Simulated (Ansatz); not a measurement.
Trial structures of In2TeH2: starts and ends

The calculation used DFT PBE, scalar-relativistic, plane waves, PAW (Ansatz). Settings: cutoff 420 eV, Γ-centred meshes spaced at most about 0.3 Å⁻¹, and about 0.25 Å⁻¹ or finer for metals (2π included), Gaussian smearing. No spin polarisation in the final relaxations.

Each guess was relaxed in cell and atoms at zero pressure, within the symmetry of its start. These are static total energies at zero pressure. Coordination counts H or Te atoms around In (for each partner element, those within 1.25 times its shortest distance or 1.15 times the sum of covalent radii, where it is the nearest in units of that sum or under 1.3).

```
guess      made from  start group  V start (Å³/atom)  end group  V end (Å³/atom)  coordination at the end  gap on mesh (eV)  E over the lowest end (meV/atom)
    1  Lu2InNi2 type         Cmmm               20.6          ?                ?                        ?                 ?                                 ?
    2  SrZn2Sb2 type        P-3m1               22.8      P-3m1             21.6                     In 4                 0                                 0
    3    random cell       P4/mmm               21.3     P4/mmm             22.7                     In 4                 0                               333
    4  CeMn2Si2 type       I4/mmm               20.7     I4/mmm             20.0                     In 4                 0                               174
```

Guess 1 as it starts:

Space group Cmmm (No. 65). a = 3.941 Å, b = 14.400 Å, c = 3.637 Å, α = 90.00°, β = 90.00°, γ = 90.00°
```tsv
atom	site	symmetry	x	y	z
In	4j	m2m	0.5000	0.1399	0.5000
Te	2a	mmm	0.0000	0.0000	0.0000
H	4i	m2m	0.5000	0.3016	0.0000
```

Question: Fill in the missing row: what does this guess relax into, and where does it rank?

Answer: It ends in space group Cmmm (No. 65), with a = 3.305 Å, b = 17.904 Å, c = 3.258 Å, 19.3 Å³/atom and no gap; its coordination is In 4. It lies 178 meV/atom over the lowest end, within the noise of guess 4 and below guess 3. The shortest distance is 2.39 Å (In–H) in this end and 1.90 Å (In–H) in the lowest (guess 2).

```
CELL_PARAMETERS angstrom
1.65273 -8.95210 0.00000
1.65273 8.95210 0.00000
0.00000 0.00000 3.25803
ATOMIC_POSITIONS crystal
In 0.34095 0.65905 0.50000
In 0.65905 0.34095 0.50000
Te 0.00000 0.00000 0.00000
H 0.19087 0.80913 0.00000
H 0.80913 0.19087 0.00000
```

Energies over the elements count from the elements' standard structures at the same level (H₂ as a molecule), with no fitted energy shifts.

Question: Is the lowest end bound against the elements?

Answer: No: its formation energy is +0.18 eV/atom. The separate elements lie lower, so it is unstable against them.

The k mesh leaves some 4 meV/atom of noise in the energy of each metallic cell. No dispersion correction is applied, so the spacing and binding between layers, chains or molecules are poorly described (P-3m1, Cmmm), and this can change margins and order among such cells. Spin–orbit coupling, which can matter for Te, is left out. The reference form of Te is held partly by dispersion forces, which this level lacks. With hydrogen, zero-point motion can shift formation energies by some tens of meV/atom. Cells relaxed within their symmetry can be saddle points. A lower structure may well exist outside this small set. Some structure types and database cells were kept out of the candidates from the start, so a known form may be missing.
